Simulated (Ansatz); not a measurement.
Consider the following.

IrW:
```cif
data_IrW
_chemical_formula_sum 'Ir1 W1'
_space_group_name_H-M_alt 'Pm-3m'
_space_group_IT_number 221
_space_group_name_Hall '-P 4 2 3'
_cell_length_a 3.12156
_cell_length_b 3.12156
_cell_length_c 3.12156
_cell_angle_alpha 90.000
_cell_angle_beta 90.000
_cell_angle_gamma 90.000
loop_
_atom_site_label
_atom_site_type_symbol
_atom_site_symmetry_multiplicity
_atom_site_Wyckoff_symbol
_atom_site_fract_x
_atom_site_fract_y
_atom_site_fract_z
_atom_site_occupancy
Ir1 Ir 1 a 0.00000 0.00000 0.00000 1
W1 W 1 b 0.50000 0.50000 0.50000 1
```

This is the PBEsol-relaxed structure.

Problem. All from PBEsol in the plane-wave PAW code Ansatz, unless another level is named. Predict the density of states at the Fermi level.

Solution. 1.7 states/eV per atom (mean over ±0.08 eV).

Problem. Next, the formation energy from the elements (no fitted shifts)?

Solution. 0.41 eV/atom.

The start of the workflow was typed in or built on a structure type; neither database checked (COD, Materials Project) lists it. COD files the formula under space group No. 51. Whether it is the stable phase at ambient conditions was not checked. The cell was relaxed with PBEsol under the symmetry of its start. At this level the phase is dynamically unstable (imaginary phonons). The run is not spin-polarised. Its formation energy is positive at this level, so the cell may be metastable or incomplete. The references are the lowest solids computed at this level, not always the standard phases. Spin–orbit coupling is left out wherever it is not named.

Potentials: the earlier of the program's two PAW sets. The files were generated under PBE; for other functionals the program regenerates the frozen cores, and for LDA and PBEsol the local potential too.
